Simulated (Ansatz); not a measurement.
## Relaxing a structure of Mg

The start is a generated cell, Mg placed in the omega structure type. Cell shape, volume and atoms are optimised at zero target pressure with r2SCAN (plane waves to 500 eV, PAW, scalar-relativistic; Ansatz, a program for electronic structure). The first steps use a coarse 8×8×11 k-mesh.

Input geometry:
```
CELL_PARAMETERS angstrom
      5.08070     0.00000     0.00000
     -2.54035     4.40001     0.00000
      0.00000     0.00000     3.09016
ATOMIC_POSITIONS crystal
  Mg 0.00000 0.00000 0.00000
  Mg 0.33333 0.66667 0.50000
  Mg 0.66667 0.33333 0.50000
```

```yaml
energy_released: under 0.01 eV/atom
Shortest distances (start → end): "The closest pairs of elements (up to four, under 3.6 Å), start → end: Mg–Mg 2.93 → 2.93 Å"
band_gap_at_the_end: zero (metallic)
optimiser_moves: 3
```

Final values are on a 11×11×15 k-mesh of the relaxed cell. No spin polarisation in the result.

The run could not lower the symmetry of its start; a shaken copy of this end point relaxes with r2SCAN to I4/mmm (No. 139), 0.04 eV/atom lower.

The relaxed structure here is a generated cell of Mg: the first start was made by placing the elements on the sites of a structure type, and the end was not matched to a known phase here, so it may be hypothetical. Known forms of Mg include space group No. 194.
